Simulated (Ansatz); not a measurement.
TeO2:
Space group P2₁2₁2₁ (No. 19); a = 4.295 Å, b = 4.940 Å, c = 8.565 Å, α = 90.00°, β = 90.00°, γ = 90.00°

```tsv
atom	site	symmetry	x	y	z
Te	4a	1	0.3628	0.0283	0.6016
O	4a	1	0.2780	0.3595	0.4599
O	4a	1	0.1806	0.7710	0.2853
```

Relaxed with PBEsol. Plane-wave PAW PBEsol (Ansatz code) gives a gap of 2.92 eV.

Problem. What gap does HSE06 give on the same cell (Ansatz, PAW)?

Solution. 4.12 eV, 1.20 eV more. The hybrid was solved on a coarser mesh and at special points; its gap is the smallest among all of these.

```
k  v1 PBEsol  c1 PBEsol  v1 HSE06  c1 HSE06
-  ---------  ---------  --------  --------
Γ      -0.06       3.71     -0.04      4.91
X      -0.21       3.46     -0.24      4.66
Z      -0.18       3.37         …         …
U      -0.32       3.71         …         …
Y      -0.42       3.76         …         …
S      -0.41       3.50         …         …
T      -0.54       3.89     -0.60      5.13
R      -0.51       3.84     -0.62      5.09
```

Problem. Top valence (v1) and lowest conduction level (c1) in eV from each method's valence maximum (which need not be a listed point): supply the withheld HSE06 values.

Solution. 
- U, v1 HSE06: -0.30
- U, c1 HSE06: 4.94
- S, v1 HSE06: -0.52
- S, c1 HSE06: 4.71
- Y, v1 HSE06: -0.48
- Y, c1 HSE06: 5.01
- Z, v1 HSE06: -0.20
- Z, c1 HSE06: 4.61

Cost on shared cores: the PBEsol run (SCF on a 7×6×4 mesh, then bands and DOS) about 6 core-minutes (a rough figure), the HSE06 run (SCF on 4×4×2, then a few points) around 5 core-minutes (rough); the tasks are unlike.

Space group P2_12_12_1. The workflow started from a Materials Project entry (that database holds measured and hypothetical structures alike); the Crystallography Open Database files this formula in space group No. 19, but the cells were not matched. Its standing as an ambient phase is unchecked. The PBEsol relaxation kept the symmetry of its start; whether a distortion lowers the energy is not shown. Spin–orbit coupling is left out wherever it is not named.

Potentials: the earlier of the program's two PAW sets.
